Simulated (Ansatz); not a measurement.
Relaxed-ion elastic tensor of AlN in space group P6_3mc (No. 186; Al on 2a, Al on 2b, N on 2a, N on 2b) in GPa (Voigt order), plane-wave PAW LDA (Ansatz code); density 3.33 g/cm³, 10.23 Å³ per atom.

```tsv
	1	2	3	4	5	6
1	393	149	96.7	0.0	0.0	0.0
2	149	393	96.7	0.0	0.0	0.0
3	96.7	96.7	421	0.0	0.0	0.0
4	0.0	0.0	0.0	110	0.0	0.0
5	0.0	0.0	0.0	0.0	110	0.0
6	0.0	0.0	0.0	0.0	0.0	122
```

**Question.** Is the crystal mechanically stable?

**Answer.** Yes: the smallest eigenvalue of C is 110 GPa.

**Question.** Work out the Voigt, Reuss and Hill averages.

**Answer.** K_V = 210, K_R = 210, K_H = 210; G_V = 126, G_R = 123, G_H = 125 GPa.

**Question.** Give Young's modulus, Poisson's ratio, Pugh's ratio and the universal anisotropy index.

**Answer.** E = 9KG/(3K + G) = 312 GPa; ν = 0.25; K/G = 1.69 (near the Pugh limit of 1.75, no verdict); A_U = 5G_V/G_R + K_V/K_R − 6 = 0.12.

**Question.** Estimate the sound speeds and the Debye temperature.

**Answer.** v_l = √((K + 4G/3)/ρ) = 10600 m/s, v_t = √(G/ρ) = 6120 m/s, mean 6800 m/s; Θ = (h/k)(3n/4πV)^(1/3) v_m = 932 K.

**Question.** Solve the Christoffel equation for the three sound speeds along x, y, z.

**Answer.** Eigenvalues of C_ijkl n_j n_l equal ρv² (piezoelectric stiffening left out). In km/s, slowest first: x 5.75, 6.05, 10.87; y 5.75, 6.05, 10.87; z 5.75, 5.75, 11.25.

**Question.** How much does each axis shrink under pressure?

**Answer.** Linear compressibilities β_i = Σ_j S_ij (j = 1 to 3): x 1.5, y 1.5, z 1.7 per TPa.

A made-up cell: these elements were put on the sites of a structure type. Its sites differ from those of the usual phase in this space group: another stacking or structure type. The cell was relaxed with LDA under the symmetry of its start; phonons on a q-mesh show no instability.

Potentials: the later of the program's two PAW sets.
